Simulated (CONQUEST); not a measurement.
CONQUEST run on GeTe4Pb3 (Pmmm, 8 atoms in the cell; from Materials Project mp-1224448, changed as shown): self-consistent single point.

Level of theory: PBEsol, numerical atomic orbitals double-zeta with polarisation (the shipped basis), PseudoDojo norm-conserving potentials made for PBEsol (CONQUEST).

The change in words: lattice vector b scaled by 0.99. Reference geometry (P4/mmm):
```xyz
8
Lattice="4.5638 0.0000 0.0000 0.0000 4.5638 0.0000 0.0000 0.0000 12.9166" Properties=species:S:1:pos:R:3 pbc="T T T"
Ge     0.0000     0.0000     0.0000
Te     0.0000     0.0000     3.0656
Te     0.0000     0.0000     9.8510
Te     2.2819     2.2819     0.0000
Te     2.2819     2.2819     6.4583
Pb     2.2819     2.2819     9.7269
Pb     2.2819     2.2819     3.1898
Pb     0.0000     0.0000     6.4583
```

Reference input (self-consistent single point, DFT, PBEsol, numerical atomic orbitals double-zeta with polarisation (the shipped basis), PseudoDojo norm-conserving potentials made for PBEsol): basis = DZP; Diag.MPMeshX, Y, Z = 6 6 2; potentials = PseudoDojo norm-conserving PBEsol; Grid.GridCutoff = 140 Ha; DM.SolutionMethod = diagon; Diag.kT = 0.000735 Ha; Diag.GammaCentred = true; minE.SCTolerance = 1.0e-07; SC.MaxIters = 100; SC.LinearMixingFactor = 0.3; AtomMove.TypeOfRun = static. This run's input differs from it in these lines:

```diff
@@ -33,3 +33,3 @@
      4.563760000      0.000000000      0.000000000
-     0.000000000      4.563760000      0.000000000
+     0.000000000      4.518122000      0.000000000
      0.000000000      0.000000000     12.916620000
```

The program printed (abridged):

```
    PulayMixSC: Starting Pulay mixing, A_up =  0.300 A_dn =  0.300
    PulayMixSC: Spin non-polarised calculation.
          Harris-Foulkes Energy            :      -718.738368478733946 Ha
    PulayMixSC: Pulay iteration     1 residual:              0.69246E-03
          Harris-Foulkes Energy            :      -718.713475231560778 Ha
    PulayMixSC: Pulay iteration     2 residual:              0.33644E-03
          Harris-Foulkes Energy            :      -718.709356979512108 Ha
    PulayMixSC: Pulay iteration     3 residual:              0.14964E-03
          Harris-Foulkes Energy            :      -718.709208786508157 Ha
   [... lines left out ...]
          Harris-Foulkes Energy            :      -718.707409005163754 Ha
    PulayMixSC: Pulay iteration     9 residual:              0.54321E-06
          Harris-Foulkes Energy            :      -718.707409011615027 Ha
    PulayMixSC: Pulay iteration    10 residual:              0.32325E-06
          Harris-Foulkes Energy            :      -718.707408993603849 Ha
    PulayMixSC: Pulay iteration    11 residual:              0.11854E-06
          Harris-Foulkes Energy            :      -718.707408992340788 Ha
    PulayMixSC: Pulay iteration    12 residual:              0.36572E-07
    PulayMixSC: Reached SCF tolerance of  0.36572E-07 after     12 iterations
      | Number of electrons      =       120.000168
      |* Harris-Foulkes energy   =      -718.707408992340788 Ha
      |* DFT total energy        =      -718.707408992281557 Ha

    force: Forces on atoms (Ha/A )
    force:  Atom   X              Y              Z
    force:     1  -0.0000000000  -0.0000000000   0.0000000000
    force:     2  -0.0000000000  -0.0000000000   0.0012463573
    force:     3  -0.0000000000  -0.0000000000  -0.0012463573
    force:     4  -0.0000000000  -0.0000000000   0.0000000000
    force:     5  -0.0000000000  -0.0000000000  -0.0000000000
    force:     6   0.0000000000  -0.0000000000   0.0002603748
    force:     7  -0.0000000000  -0.0000000000  -0.0002603748
    force:     8  -0.0000000000  -0.0000000000   0.0000000000

   [... lines left out ...]
    force: Maximum force :        0.00124636(Ha/A ) on atom         2 in z direction
   [... lines left out ...]
    force: Force Residual:        0.00063663 Ha/A
    force: Total stress:          1.79073570     0.00000000    -0.00000000 GPa
                             0.00000000     1.36382617     0.00000000
                            -0.00000000    -0.00000000     2.03122245
    force: Average pressure:     -1.72859477 GPa

    get_E_and_F: Change in energy during last step of electronic optimisation:  0.12631E-08
```

The run converged in 12 iterations. CONQUEST prints the stress tensor with tension positive. Against the reference run the free energy goes down by 3.8 meV/atom, the pressure goes from -2.17 to -1.73 GPa and the gap on the mesh goes from 0.645 to 0.582 eV.

Spin-orbit coupling is left out, which matters for bands and gaps with elements this heavy. The program uses no crystal symmetry, so grid and mesh can part values that symmetry would make equal. The atom-centred basis is finite, which shifts total energies, pressures and gaps against plane waves. The structure comes from a collection of computed structures, made at another level of theory; the collection holds predicted forms beside known ones.

Cost on one core: about 110 core-seconds (a rough figure).
